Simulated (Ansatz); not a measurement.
# Cu$_{3}$Pd, one cell by several methods

```yaml
crystal:
  lattice:
    - [3.67219, 0.00000, 0.00000]
    - [0.00000, 3.67219, 0.00000]
    - [0.00000, 0.00000, 3.63444]
  atoms:
    - { symbol: Cu, position: [0.00000, 0.50000, 0.50000] }
    - { symbol: Cu, position: [0.50000, 0.00000, 0.50000] }
    - { symbol: Cu, position: [0.50000, 0.50000, 0.00000] }
    - { symbol: Pd, position: [0.00000, 0.00000, 0.00000] }
```

Atoms are numbered in the order listed.

The cell comes from COD entry 1525112, which wasn't checked; take it as a given geometry. The listed cell was then made from it by scaling, straining or moving an atom.

Spin polarisation is left out, and whether a magnetic state lies lower isn't shown here.

Levels of theory: DFT, PBEsol, PAW with Ansatz's default frozen-core files, scalar-relativistic (Ansatz 0.2.0); DFT, PBEsol, all-electron PAW with datasets made for the crystal, scalar-relativistic (Ansatz 0.2.0); DFT, PBEsol, all-electron LAPW, scalar-relativistic (Ansatz 0.2.0).

For PAW: a Γ-centred 11×11×11 k mesh, Fermi–Dirac smearing of 0.05 eV, cutoff 420 eV, no spin polarisation; the PAW files were made with PBE, and the program remakes their frozen cores for this functional. The crystal-made all-electron datasets (AE datasets) take a cutoff of 300 eV at this cell. LAPW targets a basis error of 1 meV/atom. The Ansatz runs share mesh, smearing and spin set-up. Plane-wave (PAW) pressures include the program's estimate of the Pulay term.

Stress and pressure are positive in compression.

The change that made this cell: volume scaled by 0.98.

No spin–orbit coupling: at heavy atoms the gradients can be off by tens of per cent for that reason.

In a metal, gradients converge slowly with the k mesh: the values move by tens of per cent from one mesh to another, at times in sign, so only the comparison on one mesh counts.

```
                             quantity    PAW  AE datasets   LAPW
                       pressure (GPa)  -0.68        -0.69  -0.69
                      stress xx (GPa)  -0.89        -0.90  -0.90
                      stress zz (GPa)  -0.25        -0.26  -0.26
field gradient Vzz at Cu1 (10²¹ V/m²)   2.62         2.66      –
field gradient Vzz at Cu3 (10²¹ V/m²)   2.55         2.60      –
```

PAW's pressure differs from the LAPW value by about 0.01 GPa or less.
